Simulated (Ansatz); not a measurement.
**Trial structures of In3As: starts and ends**

All numbers below come from Ansatz, DFT PBE, scalar-relativistic, plane waves, PAW. All cells share a 420 eV cutoff and Γ-centred k meshes spaced at most about 0.3 Å⁻¹ (about 0.25 or finer for metals, 2π included). No spin polarisation in the final relaxations.

Each guess was relaxed in cell and atoms at zero pressure, within the symmetry of its start. Temperature and zero-point effects are left out. Coordination counts In atoms around As (those within 1.25 times the shortest such distance or 1.15 times the sum of covalent radii; a plus sign parts nearer from farther groups; the shortest distance is added where it is long for a bond).

```csv
guess,made from,start group,V start (Å³/atom),end group,V end (Å³/atom),coordination at the end,gap on mesh (eV),E over the lowest end (meV/atom)
1,CdPd3 type,I4/mmm,23.4,I4/mmm (TiAl3 (D0_22)),25.7,As 12 from 3.3 Å,0,0
2,random cell,P6mm,28.1,P6mm,33.2,As 1+7,0,137
3,GaAg3 type,P-6m2,21.4,P-6m2,25.9,As 6,0,44
4,random cell,Im-3m,29.9,?,?,?,?,?
```

Guess 4 as it starts:

```cif
data_structure
_symmetry_space_group_name_H-M 'Im-3m'
_symmetry_Int_Tables_number 229
_cell_length_a 6.2083
_cell_length_b 6.2083
_cell_length_c 6.2083
_cell_angle_alpha 90.000
_cell_angle_beta 90.000
_cell_angle_gamma 90.000
_cell_volume 239.29
loop_
_atom_site_label
_atom_site_type_symbol
_atom_site_symmetry_multiplicity
_atom_site_Wyckoff_symbol
_atom_site_fract_x
_atom_site_fract_y
_atom_site_fract_z
_atom_site_occupancy
In1 In 6 b 0.50000 0.00000 0.00000 1
As1 As 2 a 0.00000 0.00000 0.00000 1
```

Task: Predict the end of this guess and its energy over the lowest end.

Result: It ends in space group Im-3m (No. 229), with a = 5.975 Å, 26.7 Å³/atom and no gap. It lies 30 meV/atom over the lowest end, above guess 1 and below guess 3. Counting In atoms around As, this end has As 6 and the lowest (guess 1) has As 12 from 3.3 Å.

```cif
data_structure
_symmetry_space_group_name_H-M 'Im-3m'
_symmetry_Int_Tables_number 229
_cell_length_a 5.9751
_cell_length_b 5.9751
_cell_length_c 5.9751
_cell_angle_alpha 90.000
_cell_angle_beta 90.000
_cell_angle_gamma 90.000
_cell_volume 213.32
loop_
_atom_site_label
_atom_site_type_symbol
_atom_site_symmetry_multiplicity
_atom_site_Wyckoff_symbol
_atom_site_fract_x
_atom_site_fract_y
_atom_site_fract_z
_atom_site_occupancy
In1 In 6 b 0.50000 0.00000 0.00000 1
As1 As 2 a 0.00000 0.00000 0.00000 1
```

The zero of energy is the elements' standard structures at the same level; no fitted shifts are applied.

Task: Is the lowest end bound against the elements?

Result: No: its formation energy is +0.08 eV/atom. The separate elements lie lower, so it is unstable against them.

The k mesh leaves some 4 meV/atom of noise in the energy of each metallic cell. The reference form of As is held partly by dispersion forces, which this level lacks. Cells relaxed within their symmetry can be saddle points. A lower structure may well exist outside this small set. Some types were kept out of the candidates beforehand, so the set may lack a known form.
